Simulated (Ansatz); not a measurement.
This MgCd₅Te₆ structure is the end of a relaxation. The cell was found from a structure generator's guess, not taken from experiment.

All numbers below come from DFT PBE, scalar-relativistic, plane waves, PAW in Ansatz. Cutoff 420 eV, Γ-centred mesh, Gaussian smearing, no spin polarisation.

```xyz
12
Lattice="4.6645 0.0000 0.0000 -2.3322 4.0395 0.0000 0.0000 0.0000 22.8907" Properties=species:S:1:pos:R:3 pbc="T T T"
Mg    0.0000    0.0000    3.7913
Cd    2.3322    1.3465    0.0491
Cd    2.3322    1.3465    7.5946
Cd    2.3322    1.3465   15.2627
Cd    0.0000    0.0000   11.4268
Cd    0.0000    0.0000   19.0987
Te    2.3322    1.3465    2.9175
Te    2.3322    1.3465   10.4622
Te    2.3322    1.3465   18.1331
Te    0.0000    0.0000    6.6199
Te    0.0000    0.0000   14.2967
Te    0.0000    0.0000   21.9688
```

Energies over the elements count from the elements' standard structures at the same level, with no fitted energy shifts.

(1) Find its symmetry and describe it.

(2) How far does it lie from the elements in energy?

(3) Is it a metal?

Results:

(1) P3m1 (No. 156), with Mg and Cd ordered on wurtzite sites. Conventional cell: a = 4.664 Å, c = 22.891 Å. Around Mg lie 4 Te at 2.83 Å; Cd on its first site has 4 Te at 2.86–2.87 Å; Cd on its second site has 4 Te at 2.86–2.87 Å; Te on its first site is surrounded by 3 Mg at 2.83 Å and 1 Cd at 2.87 Å; 8 more sites not described.

(2) −0.529 eV/atom. A negative formation energy is needed for stability but isn't enough: competing phases decide.

(3) No, the gap on the 6×6×2 mesh is 0.80 eV.

The last run used a 6×6×2 mesh (in the run's order of axes) for its 12-atom cell and Gaussian smearing of 0.02 eV. These runs have no spin–orbit coupling, which can matter for Te. Kohn–Sham gaps at this level usually fall short of measured ones. The missing spin–orbit coupling can work the other way here. The reference form of Te is held partly by dispersion forces, which this level lacks. A later test with randomly moved atoms came back to the same energy, though modes that don't fit the test's cell weren't probed.
